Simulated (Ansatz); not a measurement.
One crystal and one scan (frozen-phonon scan) at two levels, r2SCAN (plane waves to 500 eV, PAW, scalar-relativistic; Ansatz, a quantum-chemistry and plane-wave program) and PBE (plane waves to 420 eV, PAW, scalar-relativistic; Ansatz), each from its own relaxed cell and on its own mesh. The cell shown is that of r2SCAN.

Starting cell, AgCl (rock salt):

```
CELL_PARAMETERS angstrom
      0.00000     5.54504     5.54504
      2.77252     0.00000     2.77252
      2.77252     2.77252     0.00000
ATOMIC_POSITIONS crystal
  Cl 0.00000 0.00000 0.00000
  Cl 0.50000 0.00000 0.00000
  Ag 0.25000 0.50000 0.50000
  Ag 0.75000 0.50000 0.50000
```

The atoms are displaced by Q × the pattern below (from a DFPT mode at L = (0.5, 0.0, 0.0), largest move 1; Q in Å), at fixed cell. (q is in reciprocal vectors of the primitive cell; the cell shown is doubled to hold the pattern.)

| atom | x | y | z |
|---|---|---|---|
| Ag3 | -0.577 | 0.577 | 0.577 |
| Ag4 | 0.577 | -0.577 | -0.577 |

Atoms not listed stay in place.

AgCl was relaxed with its symmetry unable to fall. Percentages come from the unrounded values. Both scans cover Q from -0.180 to 0.180 Å.

Results of r2SCAN:

```
Quantity                                                                                                                                          Result
----------------------------------------------------------------------------------------  --------------------------------------------------------------
Lattice constant a (Å)                                                                                                                             5.545
Energy at Q = 0.180 Å (meV/cell)                                                                                                                   125.3
Harmonic wavenumber from the curvature (finite differences) (cm⁻¹ (negative: imaginary))                                                              99
Space group of the distorted cell                                                                                     R-3m (No. 166), lowered from Fm-3m
Symmetry of the curve                                                                                                      even: the same for both signs
Shape of the curve                                                                        a single well with its minimum at or next to zero displacement
```

### Question
Estimate the PBE values.

### Answer
```
quantity                                                                                    PBE     r2SCAN − PBE
----------------------------------------------------------------------------------------  -----  ---------------
Lattice constant a (Å)                                                                    5.611  -0.066 (-1.2 %)
Energy at Q = 0.180 Å (meV/cell)                                                          111.2    +14.1 (+13 %)
Harmonic wavenumber from the curvature (finite differences) (cm⁻¹ (negative: imaginary))     93        +6 (+6 %)
```

r2SCAN gives the higher value for: energy at Q = 0.180 Å; harmonic wavenumber from the curvature. r2SCAN gives the lower value for: lattice constant a. Both give the same space group of the distorted cell: R-3m (No. 166), lowered from Fm-3m. Neither level is exact: the differences show how much the result hangs on the functional.

(A displaced cell: forces are minus the slopes of the energy, force constants its curvatures, and phonons follow from these.)
